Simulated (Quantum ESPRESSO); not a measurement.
## HfIn3O5N (convergence and cost over cutoff and k mesh)

Computed values, not a measurement. The program is pw.x of Quantum ESPRESSO 7.5 (plane-wave density functional theory). The cell is made up: 10 atoms on a corundum lattice, with randomly drawn elements, strain and displacements, not relaxed. PseudoDojo standard norm-conserving files (v0.5 for PBE, v0.4.1 for LDA and PBEsol) set the functional; there is no spin polarisation, spin-orbit coupling or dispersion term, and the masses in the input are unused placeholders.

The hafnium pseudopotential is less sure than the others, with forces about 3 percent (worst 6) and pressure in oxides about 1.5 GPa (worst 2.7) from a second method in checks, which no rerun with the same files tests.

Input of the run in row 4:

```
&control calculation='scf', pseudo_dir='./dojo.nc.sr.pbe.v0_5.standard.upf', outdir='./o', disk_io='low', tprnfor=.true., tstress=.true. /
&system ibrav=0, nat=10, ntyp=4, nbnd=49, ecutwfc=84.00895049, nosym=.true., tot_charge=0,
 occupations='smearing', smearing='fd', degauss=0.0018374661
/
&electrons conv_thr=7.350e-09, electron_maxstep=60, /
ATOMIC_SPECIES
Hf 1.0 Hf.upf
In 1.0 In.upf
N 1.0 N.upf
O 1.0 O.upf
CELL_PARAMETERS angstrom
2.7928 1.6323 4.9322
-2.8559 1.6045 4.9772
-0.0557 -3.3337 4.9864
ATOMIC_POSITIONS angstrom
Hf -0.0651 -0.0504 5.1976
In 0.0396 -0.0496 2.1858
In -0.035 -0.05 9.6542
In -0.0592 -0.0591 12.7784
O -1.1744 1.6175 8.67
O -0.9485 -1.8843 8.62
O 1.9219 0.0523 8.6563
N 1.0024 -1.7234 6.2089
O 0.829 1.7813 6.2317
O -2.0472 -0.2736 6.1423
K_POINTS automatic
5 5 5 1 1 1
```

The same cell was run at these settings. Meshes are shifted by half a step, and differences are from the last row, which is itself not exact.

```
cutoff (eV)     k mesh  k points solved  threshold (eV)  free energy less the last row's (eV)  pressure (GPa)  largest stress difference (GPa)  largest force difference (eV/Å)  iterations  wall time (s)  k-point pools          processor
        800  2 x 2 x 2                4           1e-04                                 0.913          -15.52                             8.54                            0.041          12             33              4  Intel Xeon, older
       1143  2 x 2 x 2                4           1e-07                                -0.004           -7.21                             0.18                            0.043          15             72              4  Intel Xeon, older
        627  5 x 5 x 5               63           1e-07                                10.542          -73.75                            66.53                            0.101          15            185              4  Intel Xeon, older
       1143  5 x 5 x 5               63           1e-07                                 0.003           -7.28                             0.02                            0.001          15            638              4  Intel Xeon, older
       1437  7 x 7 x 7              172           1e-07                                 0.000           -7.26                             0.00                            0.000          15           1880              4  Intel Xeon, older
```

Each pool is one process. Wall times include start-up and a band step at six k points, which weighs most on the coarsest meshes. The runs were on shared virtual cores whose load varied, so times are rough.